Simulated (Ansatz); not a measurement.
# CdF2: pressure and gap against volume

A database entry relaxed whole under r2SCAN (Fm-3m):

```
Cd F
1.0
     0.00000    2.69560    2.69560
     2.69560    0.00000    2.69560
     2.69560    2.69560    0.00000
Cd F
1 2
Cartesian
  0.0000 0.0000 0.0000
  1.3478 1.3478 1.3478
  4.0434 4.0434 4.0434
```

The cell was scaled uniformly, its shape held, and the atoms relaxed at each volume with plane-wave PAW DFT (Ansatz 0.2.0; r2SCAN, 500 eV, 10×10×10 Γ-centred mesh, fermi-dirac occupations of width 0.020 eV; no spin, no spin-orbit coupling). One row is withheld.

```
volume (Å³/atom)  energy over the lowest (meV/atom)  pressure (GPa)  gap over mesh and path (eV)
          12.274                               18.7            8.10                         4.01
          12.536                                8.0            5.08                         3.93
          12.797                                  ?               ?                            ?
          13.058                                0.0            0.01                         3.78
          13.319                                1.8           -2.13                         3.71
          13.580                                6.8           -4.03                         3.64
          13.841                               14.8           -5.72                         3.57
```

Task: Fit the pressures of the other rows to the third-order Birch-Murnaghan form.

Result: With f = [(V₀/V)^(2/3) − 1]/2 and P = 3B₀f(1 + 2f)^(5/2)[1 + 3(B₀′ − 4)f/2], least squares gives V₀ = 13.06 Å³ an atom, B₀ = 113 GPa and B₀′ = 4.8; the rows miss the fit by less than 0.01 GPa. The slope of the energies differs from these pressures by less than 0.05 GPa.

Task: How does the gap move with volume?

Result: A parabola in ln(V/V₀) through the other rows has the slope dE_g/d ln V = -3.7 eV at V₀, so by B₀ the gap moves by +33 meV a GPa: it widens under pressure.

Task: What does the withheld row hold?

Result: The fit gives 2.40 GPa at 12.797 Å³; the run gave 2.40 GPa and 1.9 meV an atom. Its gap is 3.86 eV, against 3.86 eV from the parabola.

Caveats: the shape of the cell was held; 0 K, fixed nuclei; the symmetry was kept, and this need not be the phase that is stable at 0 K; one mesh for all volumes; r2SCAN gaps lie as a rule under measured ones; the slope of the gap can be off by tens of per cent, more where shallow d levels or spin-orbit coupling act on the edges; pressure is positive in compression.
